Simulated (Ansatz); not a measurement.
TiAu (CsCl type)

```
TiAu
1.0
    3.21804     0.00000     0.00000
    0.00000     3.21804     0.00000
    0.00000     0.00000     3.21804
Ti Au
1 1
Direct
  0.50000   0.50000   0.50000
  0.00000   0.00000   0.00000
```

The slice is a {110} plane (indices of the conventional cell) through the point (0.500, 0.500, 0.500) (fractional), spanned by u = [100] and v = [011] in vectors of this cell: u (3.22 Å) and v (4.55 Å, at 90° to u). It covers one period; positions are fractions (u, v).

All values below come from PBEsol (plane waves to 420 eV, PAW, scalar-relativistic; Ansatz, a quantum-chemistry and plane-wave program). k mesh 14×14×14. These are valence fields of a PAW run, semicore shells included where kept as valence: close to a nucleus they are smooth pseudo fields. Spin-orbit coupling is left out, though Au is heavy. TiAu is run without spin polarisation. TiAu was relaxed with its symmetry unable to fall.

What is the ELF at the density minimum of the shortest Ti–Au line in this plane (2.79 Å)?

0.2.

What is the valence density on the shortest Ti–Au line in this plane (2.79 Å), at its minimum between the atoms?

0.26 e/Å³.

Sketch the electrostatic potential energy of an electron, from the cell's mean on this plane as a map.


| v \ u | 0.00 | 0.18 | 0.35 | 0.53 | 0.71 | 0.88 |
|---|---|---|---|---|---|---|
| 0.88 | x | x | 6.5 | 9.5 | 2.9 | x |
| 0.75 | 3.9 | 5.8 | 5.7 | 4.1 | 6.3 | 5.0 |
| 0.62 | 10.3 | 5.4 | x | x | x | 8.5 |
| 0.50 | 10.6 | <2.0 | x | x | x | 7.1 |
| 0.38 | 10.3 | 5.4 | x | x | x | 8.5 |
| 0.25 | 3.9 | 5.8 | 5.7 | 4.1 | 6.3 | 5.0 |
| 0.12 | x | x | 6.5 | 9.5 | 2.9 | x |
| 0.00 | x | x | 3.8 | 8.8 | x | x |

Values: electrostatic potential energy of an electron, from the cell's mean, in eV. Points within 1 Å of a nucleus are blanked (x), as the pseudised field means little there. Values under 2 eV are set to 2. The zero, the cell's mean, hangs on the PAW cores.
